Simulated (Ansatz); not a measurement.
ZnCu$_{2}$SnS$_{4}$ (kesterite type, space group I-4)

```xyz
8
Lattice="-2.7070 2.7070 5.4108 2.7070 -2.7070 5.4108 2.7070 2.7070 -5.4108" Properties=species:S:1:pos:R:3 pbc="T T T"
Cu     0.0000     0.0000     0.0000
Cu     0.0000     2.7070     2.7054
Zn     2.7070     0.0000     2.7054
Sn     0.0000     0.0000     5.4108
S      1.3959     1.4311     4.0135
S      1.3112     1.2759    -1.3973
S      1.4311    -1.3959     6.8081
S      1.2759     4.1029     1.3973
```

The slice is a (001) plane (indices of the conventional cell) through the point (0.750, 0.250, 0.500) (fractional), spanned by u = [101] and v = [011] in vectors of this cell: u (5.41 Å) and v (5.41 Å, at 90° to u). It covers one period; positions are fractions (u, v).

Calculation: r2SCAN (plane waves to 500 eV, PAW, scalar-relativistic; Ansatz, a first-principles code). k mesh 9×9×9. These are valence fields of a PAW run, semicore shells included where kept as valence: close to a nucleus they are smooth pseudo fields. ZnCu2SnS4 is run without spin polarisation. ZnCu2SnS4 was relaxed with its symmetry unable to fall.

Around which element is the density of the highest valence band (whole band, smooth part) largest on this plane?

Cu. Mean over a disc round each atom, of radius 0.45 times the shortest bond: Cu 0.022, Zn 0.002 e/Å³.

Sketch the electron localisation function (ELF) on this plane as a map.


```
|xx+-:::..       ..:::-+x|
|x+-:::-::.     .:--:::-+|
|--:::-==-:.   .:=++=:::-|
|::::=*##*-.   :=*##*=:::|
|:::=*%@@#+:...-+#@@%*-::|
|::-+#@@@%+-:.:-+%@@@#=-:|
|..-+#@@@#=::::-=#@@@#=:.|
| .:=*#%#+-:::::-+#%#*-:.|
|  .:=++=-:::.:::-=++-:. |
|   .:---::. x .:::-:..  |
|     .:::: xxx ::::.    |
|     ..::.xxxxx.::..    |
|     .:::: xxx ::::.    |
|   ..:-:::. x .::---:.  |
|  .:-++=-:::.:::-=++=:. |
| .:-*#%#+-:::::-+#%#*=:.|
|..:=#@@@#=-::::=#@@@#+-.|
|::-=#@@@%+-:.:-+%@@@#+-:|
|:::-*%@@#+-...:+#@@%*=::|
|::::=*##*=:   .-*##*=:::|
|--:::=++=:.   .:-==-:::-|
|x+-:::--:.     .::-:::-+|
|xx+-:::..       ..:::-+x|
|xxx-:::.         .:::-xx|
```
Scale: ten equal steps from 0.01 (start of ' ') to 0.59 (end of '@'), in the order ' .:-=+*#%@'. Values: electron localisation function (ELF). The map has 24 points along u (one character each, u = 0 at the left) and 24 along v (v = 0 in the bottom row). Points within 0.5 Å of a nucleus are blanked (x), as the pseudised field means little there.
